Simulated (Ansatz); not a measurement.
# Ansatz 0.2.0, single run: SrVO$_{3}$

Run with:

```bash
ansatz run input.yaml --threads 1 --pin off --max-ram 2560MiB --backend cpu --events-out ev --progress --plain --runs-dir out
```

The input file (Ansatz 0.2.0, plane waves):

```yaml
crystal:
  lattice:
    - [3.96964476, 0.0, 0.0]
    - [0.0, 3.96964476, 0.0]
    - [0.0, 0.0, 3.96964476]
  atoms:
    - { symbol: V, position: [0.0, 0.0, 0.0], spin: 0.9, spin_axis: [0, 0, 1] }
    - { symbol: O, position: [0.5, 0.0, 0.0] }
    - { symbol: O, position: [0.0, 0.5, 0.0] }
    - { symbol: O, position: [0.0, 0.0, 0.5] }
    - { symbol: Sr, position: [0.5, 0.5, 0.5] }
kpoints:
  mp_grid: { grid: [5, 5, 5], shift: [0, 0, 0] }
magnetization:
  noncollinear: true
  spin_orbit: true
scf:
  occupations: { method: fermi_dirac }
hamiltonian:
  pseudopotentials: { kind: paw_fr }
  xc: pbe
  hubbard:
    projectors: all-electron-ortho-atomic
    sites: [{ species: V, l: d, u_eff: 3.88 }]
basis:
  ecutwfc: 420
  xc_grid: 4
output:
  forces: true
  stress: true
  eigenvalues: true
  write_density: true
  write_potential: true
  elf: true
  volumetric_format: npy
```

Origin of the cell: a known structure type with other elements, at an estimated volume, so it need not be a known compound.

The smearing width isn't typed, so it takes its default of 0.1 eV.

Output (shortened):

```
Warning: output.stress: scf.convergence.dr2_threshold = 1e-7 eV (the SCF's general default) is looser than the 5e-10 eV advised for a printed stress (1e-10 eV for each atom of the cell: 5). W […]
V: projections on atomic orbitals take those of the free atom [Ne] 3s2 3p6 3d3 4s2, of charge +0.00 (hamiltonian.pseudopotentials.projection_atoms); the dataset's partial waves leave at most […]
O: projections on atomic orbitals take those of the free atom [He] 2s2 2p4, of charge +0.00 (hamiltonian.pseudopotentials.projection_atoms); the dataset's partial waves leave at most 1.5e-11 […]
Sr: projections on atomic orbitals take those of the free atom [Ar 3d10] 4s2 4p6 5s2, of charge +0.00 (hamiltonian.pseudopotentials.projection_atoms); the dataset's partial waves leave at mos […]
Pseudopotentials: kind: paw_fr
Pseudopotential: V, paw_fr, valence charge 13, recommended cutoff 420 eV (normal), V.paw.azcp#standard-fr
Pseudopotential: O, paw_fr, valence charge 6, recommended cutoff 420 eV (normal), O.paw.azcp#standard-fr
Pseudopotential: Sr, paw_fr, valence charge 10, recommended cutoff 420 eV (normal), Sr.paw.azcp#standard-fr
Functional definition: PBE
  exchange = pbe_x(kappa = kappa, mu = beta*pi^2/3)
  correlation = pbe_c(beta = beta)
Crystal: 5 atoms, lattice volume = 62.554 Å³
[… 13 lines left out …]
Initial density: superposition of atomic densities (chi_scale 0.1, normalization cell, long waves kept (reshape's long-wave potential 0.00 eV rms))
Starting moments: Σ|m| = 0.9 μB on 1 of 5 sites
Functional: x = pbe(κ = 0.804, μ = 0.219515), c = pbe(β = 0.066725)
SCF iter   1: F=—  HF=-8161.926163 eV  Δρ=5.17e-2  dr2=1.84e0  dr2_m=5.96e-2  |M|=9.84e-1 ∫|m|=1.21e0 μB mc-row=0.0e0  defer=2
SCF iter   2: F=—  HF=-8161.842428 eV  Δρ=3.44e-2  dr2=7.43e-1  dr2_m=1.28e-2  |M|=9.99e-1 ∫|m|=1.40e0 μB mc-row=0.0e0  defer=5
SCF iter   3: F=—  HF=-8161.797796 eV  Δρ=1.49e-2  dr2=1.45e-1  dr2_m=4.73e-3  |M|=9.99e-1 ∫|m|=1.51e0 μB mc-row=0.0e0  defer=6
SCF iter   4: F=—  HF=-8161.841385 eV  Δρ=8.17e-3  dr2=3.10e-2  dr2_m=1.70e-3  |M|=9.99e-1 ∫|m|=1.59e0 μB mc-row=0.0e0  defer=6
SCF iter   5: F=—  HF=-8161.880116 eV  Δρ=3.28e-3  dr2=3.66e-3  dr2_m=5.16e-4  |M|=1.00e0 ∫|m|=1.63e0 μB mc-row=0.0e0  defer=6
SCF iter   6: F=—  HF=-8161.903240 eV  Δρ=1.74e-3  dr2=1.33e-3  dr2_m=4.38e-4  |M|=9.99e-1 ∫|m|=1.67e0 μB mc-row=0.0e0  defer=6
SCF iter   7: F=—  HF=-8161.916652 eV  Δρ=1.20e-3  dr2=1.69e-4  dr2_m=2.09e-4  |M|=9.99e-1 ∫|m|=1.70e0 μB mc-row=0.0e0  defer=7
SCF iter   8: F=—  HF=-8161.924946 eV  Δρ=1.38e-3  dr2=1.12e-3  dr2_m=2.75e-4  |M|=9.99e-1 ∫|m|=1.73e0 μB mc-row=0.0e0  defer=7
SCF iter   9: F=—  HF=-8161.929748 eV  Δρ=7.15e-4  dr2=3.98e-5  dr2_m=7.45e-5  |M|=9.99e-1 ∫|m|=1.74e0 μB mc-row=0.0e0  defer=8
SCF iter  10: F=—  HF=-8161.932909 eV  Δρ=7.01e-4  dr2=7.90e-5  dr2_m=7.15e-5  |M|=9.99e-1 ∫|m|=1.76e0 μB mc-row=0.0e0  defer=8
[… 25 lines left out …]
SCF iter  36: F=-8162.008561 eV  HF=-8162.015076 eV  Δρ=3.89e-3  dr2=9.04e-3  dr2_m=1.09e-4  |M|=9.99e-1 ∫|m|=1.39e0 μB mc-row=0.0e0  defer=21  recentre
SCF iter  37: F=-8162.010917 eV  HF=-8162.016590 eV  Δρ=3.32e-3  dr2=7.04e-3  dr2_m=3.12e-4  |M|=9.99e-1 ∫|m|=1.34e0 μB mc-row=0.0e0  defer=19
SCF iter  38: F=-8162.016708 eV  HF=-8162.016533 eV  Δρ=9.73e-4  dr2=3.05e-5  dr2_m=1.36e-4  |M|=9.99e-1 ∫|m|=1.35e0 μB mc-row=0.0e0  defer=19
SCF iter  39: F=-8162.016740 eV  HF=-8162.016776 eV  Δρ=3.77e-4  dr2=6.95e-5  dr2_m=1.21e-5  |M|=9.99e-1 ∫|m|=1.34e0 μB mc-row=0.0e0  defer=19
SCF iter  40: F=-8162.016714 eV  HF=-8162.016825 eV  Δρ=4.85e-4  dr2=1.30e-4  dr2_m=1.33e-6  |M|=9.99e-1 ∫|m|=1.34e0 μB mc-row=0.0e0  defer=19
SCF iter  41: F=-8162.016811 eV  HF=-8162.016809 eV  Δρ=1.04e-4  dr2=3.66e-6  dr2_m=1.56e-6  |M|=9.99e-1 ∫|m|=1.34e0 μB mc-row=0.0e0  defer=19
SCF iter  42: F=-8162.016815 eV  HF=-8162.016813 eV  Δρ=7.27e-5  dr2=1.07e-6  dr2_m=7.68e-7  |M|=9.99e-1 ∫|m|=1.34e0 μB mc-row=0.0e0  defer=19
SCF iter  43: F=-8162.016818 eV  HF=-8162.016818 eV  Δρ=2.34e-5  dr2=2.60e-7  dr2_m=5.07e-8  |M|=9.99e-1 ∫|m|=1.34e0 μB mc-row=0.0e0  defer=19
SCF iter  44: F=-8162.016818 eV  HF=-8162.016818 eV  Δρ=1.34e-5  dr2=6.59e-8  dr2_m=8.24e-9  |M|=9.99e-1 ∫|m|=1.34e0 μB mc-row=0.0e0
SCF iter  45: F=-8162.016818 eV  HF=-8162.016818 eV  Δρ=3.11e-6  dr2=1.07e-9  dr2_m=1.41e-9  |M|=9.99e-1 ∫|m|=1.34e0 μB mc-row=0.0e0
at 13 of the mixer's solves, the last at iteration 34, it left a direction of its history that read negative out of its fit and stepped the other way along it
SCF 1 converged in 45 iterations: F = -8162.016818 eV  dr2 = 1.07e-9
SCF converged after 45 iterations
Magnetization: |M| = 0.9995 μB,  M = (-0.0000, -0.0000, +0.9995) μB
Absolute magnetization: 1.3396 μB (∫|m|, with the PAW one-centre terms)
  site 0: m = (-0.0000, +0.0000, +0.9250) μB, |m| = 0.9250 μB  (R = 0.82 Å)
  site 1: m = (+0.0000, -0.0000, -0.0627) μB, |m| = 0.0627 μB  (R = 0.82 Å)
  site 2: m = (+0.0000, +0.0000, -0.0627) μB, |m| = 0.0627 μB  (R = 0.82 Å)
  site 3: m = (+0.0000, -0.0000, -0.0287) μB, |m| = 0.0287 μB  (R = 0.82 Å)
  site 4: m = (-0.0000, -0.0000, +0.0008) μB, |m| = 0.0008 μB  (R = 1.16 Å)
Free energy (F): -8162.016818 eV
Harris-Foulkes:  -8162.016818 eV  (|F-HF|=5.87e-10)
Internal energy: -8161.996325 eV  (E = F + TS)
E sigma→0 (E₀):  -8162.006572 eV
Entropy (-TS):   -0.020493 eV (-4.099 meV/atom)
Fermi energy:    10.051697 eV
--- Per-component energies (eV) ---
  E_band       = -279.832706
  E_kinetic    = 1101.306136
  E_local      = -2771.483405  (includes V_loc(G=0)·N_el)
  E_nonlocal   = 294.395831
  E_hartree    = 1021.913032
  E_xc         = -525.737638
  E_vxc        = -610.640486  (∫ρ·V_xc dr)
  E_hubbard    = 3.205510  (on-site DFT+U / exact-exchange correction)
  E_vhub       = 0.269854  (the Hubbard potential's part of the band-sum identity)
  E_paw        = -4277.380263  (= ΣΔE_a)
  E_vpaw       = -337.515796  (= ΣTr[D̂ρ^β])
  E_aug_tail   = 0.007606  (compensation charges beyond the density's cutoff)
  E_ewald      = -3008.223134
  E_smearing   = -0.020493  (= −TS)
  Σ components = -8162.016818   (vs F -8162.016818, Δ=0.00e0)
--- Hubbard shell moments (per corrected site; Tr N, ν in electrons; μ in μ_B) ---
  shell 0: Tr N=3.1655  μ_S=(+0.0000, -0.0000, +1.1647)  μ_L=(+0.0000, +0.0000, -0.6698)  μ=(+0.0000, +0.0000, +0.4949)  ν=0.0158 along (+0.000, -0.000, +1.000)
--- Forces (eV/Å), atoms counted from 1 ---
  atom   1  V     -0.000000    -0.000000     0.000000
  atom   2  O      0.000000     0.000000     0.000000
  atom   3  O      0.000000     0.000000     0.000000
  atom   4  O     -0.000000     0.000000     0.000000
  atom   5  Sr    -0.000000     0.000000     0.000000
  max |Σ_I F_I| component: 4.51e-17 eV/Å
--- Stress (GPa, compression-positive) ---
      -10.026028       0.000000       0.000000
        0.000000     -10.026028       0.000000
        0.000000       0.000000      -5.260399
  P = ⅓ Tr σ = -8.4375 GPa (-84.375 kbar)
Occupation matrices written to <dir>
```

Caveats: one start, so the magnetic state may not be the lowest; the SCF threshold is looser than advised for a stress; the k mesh is coarse if the cell is a metal.

It ran for 250 s of wall time on 1 CPU thread(s) of a shared host, from the program's own first density.
